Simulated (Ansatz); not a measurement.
# MgAl2Cl2 in Ansatz, settings compared

input.yaml:

```yaml
crystal:
  lattice:
    - [4.020781, 0.0, 0.0]
    - [-2.010391, 3.482102, 0.0]
    - [0.0, 0.0, 6.925936]
  atoms:
    - { symbol: Al, position: [0.33333, 0.66667, 0.3773] }
    - { symbol: Al, position: [0.66667, 0.33333, 0.6227] }
    - { symbol: Cl, position: [0.33333, 0.66667, 0.7346] }
    - { symbol: Cl, position: [0.66667, 0.33333, 0.2654] }
    - { symbol: Mg, position: [0.0, 0.0, 0.0] }
  symmetry: { tolerance: 0.0003 }
kpoints:
  mp_grid: { grid: [5, 5, 3], shift: [0, 0, 0] }
magnetization:
  spin_polarized: false
scf:
  occupations: { method: fermi_dirac, width: 0.0429 }
hamiltonian:
  pseudopotentials: { kind: paw }
  xc: pbe
basis:
  ecutwfc: 420
output:
  forces: true
  stress: true
  eigenvalues: true
relax:
  max_steps: 40
  cell: {}
```

Run with:

```bash
ansatz run input.yaml --threads 1 --pin off --max-ram 2560MiB --backend cpu --events-out ev --progress --plain --runs-dir out
```

Origin of the cell: a known structure type with other elements, at an estimated volume, so it need not be a known compound.

Output of this run (shortened):

```
Warning: the atoms were moved onto the symmetric positions of the space group found under crystal.symmetry.tolerance 3.0e-4 (fractional; no operation is sought that the atoms, as they stand i […]
Pseudopotentials: kind: paw
Pseudopotential: Al, paw, valence charge 3, recommended cutoff 420 eV (normal), Al.paw.azcp
Pseudopotential: Cl, paw, valence charge 7, recommended cutoff 420 eV (normal), Cl.paw.azcp
Pseudopotential: Mg, paw, valence charge 10, recommended cutoff 420 eV (normal), Mg.paw.azcp
Functional definition: PBE
  exchange = pbe_x(kappa = kappa, mu = beta*pi^2/3)
  correlation = pbe_c(beta = beta)
Crystal: 5 atoms, lattice volume = 96.968 Å³
Basis set: ecut = 420 eV, 1919 PW (Γ), exchange–correlation on 54×54×96 points (8 copies of the dense FFT grid, shifted against one another)
Bands: 20, of which v1, the nominal top of the filled ones, is band 15 counted from 1 (14 counted from 0)
Symmetry: 12 space group operations
[… 8 lines left out …]
Initial density: superposition of atomic densities (neutral atoms: chi_scale 0, normalization atom), corrected by the library's trained network
Functional: x = pbe(κ = 0.804, μ = 0.219515), c = pbe(β = 0.066725)
SCF iter   1: F=—  HF=-5154.403054 eV  Δρ=8.14e-3  dr2=1.31e-1
SCF iter   2: F=—  HF=-5154.378637 eV  Δρ=3.71e-3  dr2=1.79e-2
SCF iter   3: F=—  HF=-5154.375439 eV  Δρ=1.18e-3  dr2=1.80e-3
SCF iter   4: F=—  HF=-5154.375284 eV  Δρ=2.51e-4  dr2=1.04e-4
SCF iter   5: F=—  HF=-5154.375286 eV  Δρ=6.92e-5  dr2=6.53e-6
SCF iter   6: F=—  HF=-5154.375258 eV  Δρ=1.49e-5  dr2=3.44e-7
SCF iter   7: F=-5154.375258 eV  HF=-5154.375258 eV  Δρ=2.87e-6  dr2=1.24e-8
relax step   1: F+E_penalty+E_count = -5154.375258 eV  Δ(F+E_penalty+E_count) = +0.000e0 eV  max|allowed force component| = 3.393e0 eV/Å  Δτ_max = 0.0000 Å  P = +18.440 GPa  Ω = 96.968 Å³  (7 […]
relax step   2: F+E_penalty+E_count = -5156.636966 eV  Δ(F+E_penalty+E_count) = -2.262e0 eV  max|allowed force component| = 2.619e0 eV/Å  Δτ_max = 0.1802 Å  P = +7.680 GPa  Ω = 111.174 Å³  en […]
relax step   3: F+E_penalty+E_count = -5157.993261 eV  Δ(F+E_penalty+E_count) = -1.356e0 eV  max|allowed force component| = 1.946e0 eV/Å  Δτ_max = 0.1963 Å  P = +2.110 GPa  Ω = 117.227 Å³  en […]
relax step   4: F+E_penalty+E_count = -5158.963647 eV  Δ(F+E_penalty+E_count) = -9.704e-1 eV  max|allowed force component| = 1.269e0 eV/Å  Δτ_max = 0.1924 Å  P = -0.318 GPa  Ω = 118.383 Å³  e […]
relax step   5: F+E_penalty+E_count = -5159.616774 eV  Δ(F+E_penalty+E_count) = -6.531e-1 eV  max|allowed force component| = 5.543e-1 eV/Å  Δτ_max = 0.1950 Å  P = +0.449 GPa  Ω = 117.498 Å³ […]
[… 31 lines left out …]
relax step  37: F+E_penalty+E_count = -5161.252459 eV  Δ(F+E_penalty+E_count) = -3.751e-3 eV  max|allowed force component| = 8.626e-2 eV/Å  Δτ_max = 0.0248 Å  P = +0.236 GPa  Ω = 138.825 Å³ […]
relax step  38: F+E_penalty+E_count = -5161.253820 eV  Δ(F+E_penalty+E_count) = -1.361e-3 eV  max|allowed force component| = 5.670e-3 eV/Å  Δτ_max = 0.0029 Å  P = -0.005 GPa  Ω = 139.664 Å³ […]
relax step  39: F+E_penalty+E_count = -5161.257317 eV  Δ(F+E_penalty+E_count) = -3.497e-3 eV  max|allowed force component| = 4.786e-3 eV/Å  Δτ_max = 0.0000 Å  P = +0.027 GPa  Ω = 139.664 Å³  stress off target by 1.19e-1 GPa […]
relax step  40: F+E_penalty+E_count = -5161.258153 eV  Δ(F+E_penalty+E_count) = -8.352e-4 eV  max|allowed force component| = 6.253e-3 eV/Å  Δτ_max = 0.0100 Å  P = +0.016 GPa  Ω = 141.435 Å³ […]
relax step  41: F+E_penalty+E_count = -5161.258302 eV  Δ(F+E_penalty+E_count) = -1.495e-4 eV  max|allowed force component| = 6.251e-3 eV/Å  Δτ_max = 0.0000 Å  P = +0.016 GPa  Ω = 141.435 Å³  stress off target by 4.93e-2 GPa […]
SCF 41 converged in 5 iterations: F = -5161.258302 eV  dr2 = 8.25e-12
basis re-selected at this cell: Δ(F+E_penalty+E_count) = -1.495e-4 eV, ΔP = +0.000 GPa vs the last step (what re-selecting the basis moved, of the pressure what is left beyond the Pulay corre […]
SCF converged after 5 iterations
Free energy (F): -5161.258302 eV
Harris-Foulkes:  -5161.258302 eV  (|F-HF|=3.77e-10)
Internal energy: -5161.252624 eV  (E = F + TS)
E sigma→0 (E₀):  -5161.255463 eV
Entropy (-TS):   -0.005678 eV (-1.136 meV/atom)
Fermi energy:    3.889220 eV
--- Per-component energies (eV) ---
  E_band       = -465.149841
  E_kinetic    = 438.141846
  E_local      = -5030.721982  (includes V_loc(G=0)·N_el)
  E_nonlocal   = 174.439296
  E_hartree    = 2158.614977
  E_xc         = -319.479767
  E_vxc        = -334.914531  (∫ρ·V_xc dr)
  E_paw        = -2545.617572  (= ΣΔE_a)
  E_vpaw       = -29.324595  (= ΣTr[D̂ρ^β])
  E_aug_tail   = 0.000177  (compensation charges beyond the density's cutoff)
  E_ewald      = -36.629601
  E_smearing   = -0.005678  (= −TS)
  Σ components = -5161.258302   (vs F -5161.258302, Δ=0.00e0)
--- Forces (eV/Å), atoms counted from 1 ---
  atom   1  Al     0.000000    -0.000000    -0.006251
  atom   2  Al    -0.000000     0.000000     0.006251
  atom   3  Cl     0.000000    -0.000000    -0.001424
  atom   4  Cl    -0.000000     0.000000     0.001424
  atom   5  Mg     0.000000     0.000000     0.000000
  max |Σ_I F_I| component: 1.39e-17 eV/Å
--- Stress (GPa, compression-positive) ---
       -0.000409      -0.000000      -0.000000
       -0.000000      -0.000409       0.000000
       -0.000000       0.000000       0.049347
  P = ⅓ Tr σ = 0.0162 GPa (0.162 kbar)
--- Relaxed structure (37 steps of the walk, 33 accepted, 4 SCFs on fresh bases) ---
  F+E_penalty+E_count = -5161.258302 eV   max|allowed force component| = 6.251e-3 eV/Å   (the final SCF, on the basis selected at the relaxed cell)
  cell:  # Å, volume = 141.4353 Å³
    - [3.546825, 2.546e-7, 5.628e-17]
    - [-1.773413, 3.071641, -1.125e-16]
    - [9.695e-17, -1.679e-16, 12.982180]
  atoms:
    - { symbol: Al, position: [0.333333, 0.666667, 0.568148] }
    - { symbol: Al, position: [0.666667, 0.333333, 0.431852] }
    - { symbol: Cl, position: [0.333333, 0.666667, 0.890688] }
    - { symbol: Cl, position: [0.666667, 0.333333, 0.109312] }
    - { symbol: Mg, position: [0.0, 0.0, -7.279e-19] }
```

The same input was run again with these changes:

1. `kpoints.mp_grid.grid` [5, 5, 3] → [3, 3, 2]
2. `scf.occupations.method` fermi_dirac → methfessel_paxton; `scf.occupations.width` 0.0429 → 0.2
3. `kpoints.mp_grid.grid` [5, 5, 3] → [4, 4, 2]
4. `scf.occupations.width` 0.0429 → default; `scf.occupations.method` fermi_dirac → tetrahedron_uncorrected

```csv
run,end,SCF iterations,volume (Å³/atom),max force component (eV/Å),moment (μB),ΔE(σ→0) (meV/atom)
base,converged,291,28.29,0.006,–,0
1,converged,234,30.30,0.002,–,-140.02
2,converged,281,28.43,0.003,–,0.72
3,converged,232,27.86,0.002,–,-21.69
4,converged,152,28.52,0.005,–,188.41
```

Energies are compared only where functional, datasets, charge and starting cell are the same.

Run 1 relaxed to another structure than the base run, so its differences aren't those of the setting alone.

Not properties of the system: run 1 (too coarse or loose: `kpoints.mp_grid.grid` = [3, 3, 2]), run 3 (too coarse or loose: `kpoints.mp_grid.grid` = [4, 4, 2]).

Caveats of the base run: no dispersion correction, so spacings can come out too large where layers or molecules are weakly bound; no spin, though holes on the anions or broken bonds may carry moments; the k mesh is coarse if the cell is a metal; the relaxation held the start's symmetry, so the end may be a saddle point.

Run 2: wide smearing.
Run 4: forces and stress under tetrahedra may miss the slope of the energy.

The base run took 93 s of wall time on 1 CPU thread(s) of a shared host, from the program's own first density.
